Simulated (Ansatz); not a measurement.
A relaxed 1×1 slab of 6 planes, cut along (111) from a bcc crystal of one element, has a cell area of 20.37 Å² and a bulk spacing of 0.990 Å between its first planes. All-electron LAPW in Ansatz 0.2.0 (PBEsol, scalar-relativistic, no spin polarisation) gives γ = 0.57 J/m², Φ = 2.98 eV and a change of the outer spacing of +9.2 %. The bcc structure needn't be the element's own.

Which element is it?

Li. Other candidates weren't computed, and some may come near.
